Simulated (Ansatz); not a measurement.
Values for one crystal, relaxed and computed with the program Ansatz at the r²SCAN level (PAW); other levels are named.

```yaml
volume_per_atom: 13.47 Å³
band_gap: 0.53 eV (direct)
conduction_band_minimum: at Γ
valence_band_maximum: at Γ
Formation energy from the elements (no fitted shifts): -0.080 eV/atom
```

Task: Which of these materials gives this?
A. ZnSnN2, Pna2_1 (Zn on 4a, Sn on 4a, N on 4a, N on 4a)
B. P3N5, C2/c (Pearson symbol mS32)
C. ZnGeO3, R-3 (Zn on 6c, Ge on 6c, O on 18f)
D. Y2CN2O2, P-3m1 (Y on 2d, C on 1a, N on 2c, O on 2d)

Result: A, ZnSnN2, Pna2_1 (Zn on 4a, Sn on 4a, N on 4a, N on 4a)

Symmetry was held in the r²SCAN relaxation. The references are the lowest solids computed at this level, not always the standard phases (solids in place of the gases). Scalar-relativistic: spin–orbit coupling is off unless named, which matters more the heavier the elements.

Potentials: the later of the program's two PAW sets.
